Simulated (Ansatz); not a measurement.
**Is this Na₄Au structure a true minimum?**

The structure comes from a generated guess, relaxed at this level; another structure or a mixture of phases may lie lower.

Computed with Ansatz 0.2.0, DFT PBE, scalar-relativistic, plane waves, PAW. Settings: cutoff 420 eV, Γ-centred mesh 8×8×8 on the computed 5-atom cell, Gaussian smearing of 0.10 eV; no spin polarisation.

The cell below (5 atoms, space group Im-3m (No. 229)) is relaxed within its symmetry.

```
Na Au
1.0
    -3.48074    3.48074    3.48074
     3.48074   -3.48074    3.48074
     3.48074    3.48074   -3.48074
Na Au
4 1
Direct
  0.50000 0.50000 0.50000
  0.00000 0.00000 0.50000
  0.00000 0.50000 0.00000
  0.50000 0.00000 0.00000
  0.00000 0.00000 0.00000
```

For the test a repeat of it with 10 atoms (edges 6.03, 6.03, 9.85 Å) was strained at random (σ = 1.5 % a component), the atoms were moved at random (σ = 0.10 Å), and all was relaxed again on a coarse 4×4×2 mesh (in the run’s order of axes) with 0.20 eV smearing, with no symmetry imposed.

Spin–orbit coupling, which can matter for Au, is left out.

**Question.** What happens?

**Answer.** It doesn't return. The energy falls by 40 meV/atom on that mesh, the volume changes by -6.8 %, and the end has space group C2 (No. 5) at a loose tolerance. Relaxed again on an 8×8×8 mesh with 0.10 eV smearing, the new structure lies 42 meV/atom below the first (mesh in the axes of the run's cell; the cell below is made exact in the group named). Space group I222 (No. 23), orthorhombic, a = 6.419 Å, b = 6.966 Å, c = 7.038 Å. Around Na lie 2 Au at 3.03–3.04 Å and 7 Na at 3.51–3.65 Å; Au is surrounded by 8 Na at 3.03–3.04 Å.

```cif
data_structure
_symmetry_space_group_name_H-M 'P 1'
_symmetry_Int_Tables_number 1
_cell_length_a 5.9005
_cell_length_b 5.9005
_cell_length_c 5.9005
_cell_angle_alpha 114.099
_cell_angle_beta 107.643
_cell_angle_gamma 106.774
_cell_volume 157.35
loop_
_atom_site_label
_atom_site_type_symbol
_atom_site_fract_x
_atom_site_fract_y
_atom_site_fract_z
_atom_site_occupancy
Na1 Na 0.49751 0.93064 0.07357 1
Na2 Na 0.50249 0.57606 0.43314 1
Na3 Na 0.85708 0.42394 0.92643 1
Na4 Na 0.14292 0.06936 0.56686 1
Au1 Au 0.00000 0.50000 0.50000 1
```
